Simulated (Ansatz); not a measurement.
Consider the following.

W:
Space group Im-3m (No. 229); a = b = c = 3.159 Å, α = β = γ = 90.00°

```csv
atom,site,symmetry,x,y,z
W,2a,m-3m,0.0000,0.0000,0.0000
```
(The calculation used a cell of 1 atom; values per cell refer to that cell.)

This is the PBE+D3(BJ)-relaxed structure.

Task: All from DFT-PBE+D3(BJ) in the program Ansatz with PAW potentials, unless another level is named. Predict the Hill bulk and shear moduli.

Result: 319 and 159 GPa.

Task: What about the elastic constants (relaxed ions, GPa)?

Result: C11 = 543, C12 = 207, C44 = 154.

The cell was relaxed with PBE+D3(BJ) under the symmetry of its start. The run is not spin-polarised. The pairwise dispersion correction was not fitted to metals. As this level gives no gap, shear constants depend on the k-mesh and smearing (Fermi–Dirac, 0.1 eV here). Scalar-relativistic: spin–orbit coupling is off unless named, which matters more the heavier the elements.

Potentials: the later of the program's two PAW sets.
